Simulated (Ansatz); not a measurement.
**Generalised stacking-fault energy along a line for NaF (rock salt)**

Generalised stacking fault of NaF (rock salt) on the {110} plane. The cell below holds the perfect crystal with the plane normal along z; tilting its third vector by the shift puts one fault into each cell, between planes 1.66 Å apart, at fixed cell height.

```xyz
6
Lattice="3.3245 0.0000 0.0000 0.0000 4.7016 0.0000 1.6623 2.3508 4.9868" Properties=species:S:1:pos:R:3 pbc="T T T"
F      1.3852     1.9590     4.1556
F      1.3852     1.9590     0.8311
F      3.0475     4.3098     2.4934
Na     1.3852     4.3098     4.1556
Na     1.3852     4.3098     0.8311
Na     3.0475     1.9590     2.4934
```

In-plane vectors a = (3.325, 0.000) Å, b = (0.000, 4.702) Å, area 15.63 Å². The shift is s times the vector a + b (length 5.758 Å), so s = 1 restores the start. Atoms relax along the normal only. γ = [E(shift) − E(0)] / area.

These are PBE (plane waves to 420 eV, PAW, scalar-relativistic; Ansatz, a quantum-chemistry and plane-wave program) values and carry that method's errors. k mesh 9×9×9 (Γ-centred), Fermi-Dirac smearing 0.05 eV. Energies are extrapolated to zero smearing. Compression counts positive. Some relaxations began with atoms very close together and may have settled on another branch. Faults lie only 5.0 Å apart, and holding the cell height raises γ above its relaxed value. Left out: 5 of 12 points, with atoms too close for the PAW data. NaF was relaxed with its symmetry unable to fall. The relaxed volume of NaF is well above the measured one; the method has no dispersion term. γ is measured from zero shift.

| s | γ (meV/Å²) | σ normal to the fault (GPa) |
|---|---|---|
| 0.000 | 0 | 0.0 |
| 0.083 | 14 | 0.9 |
| 0.167 | 48 | 3.2 |
| 0.250 | 94 | 8.0 |
| 0.750 | 94 | 8.0 |
| 0.833 | 48 | 3.2 |
| 0.917 | 14 | 0.9 |

(The slope of γ gives the shear force per area between the displaced halves; near zero shift its curvature is an elastic stiffness.)
